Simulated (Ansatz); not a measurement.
BAs (wurtzite, P6_3mc) at seven volumes, r²SCAN in the plane-wave PAW code Ansatz, shape and atoms relaxed at each. One row is withheld.

| V (Å³/atom) | P (GPa) |
|---|---|
| 12.442 | ? |
| 12.852 | 9.89 |
| 13.262 | 4.57 |
| 13.673 | 0.00 |
| 14.083 | -3.92 |
| 14.493 | -7.29 |
| 14.903 | -10.18 |

Problem. Fit the shown pressures and predict the withheld one.

Solution. P = (3/2)B₀(x^(7/2) − x^(5/2))[1 + (3/4)(B′ − 4)(x − 1)] with x = (V₀/V)^(2/3). Least squares on the six rows gives V₀ = 13.673 Å³/atom, B₀ = 141 GPa, B′ = 4.07. At V = 12.442, x = 1.0649 and P = 16.12 GPa. The run itself gave 16.09 GPa.

The first step of the workflow began from a Materials Project structure, measured or hypothetical; the Crystallography Open Database copy checked does not list it. It is not the phase usual at ambient conditions (space group No. 216). The cell was relaxed with r²SCAN under the symmetry of its start; whether a distortion lowers the energy is not shown.

Potentials: the later of the program's two PAW sets.
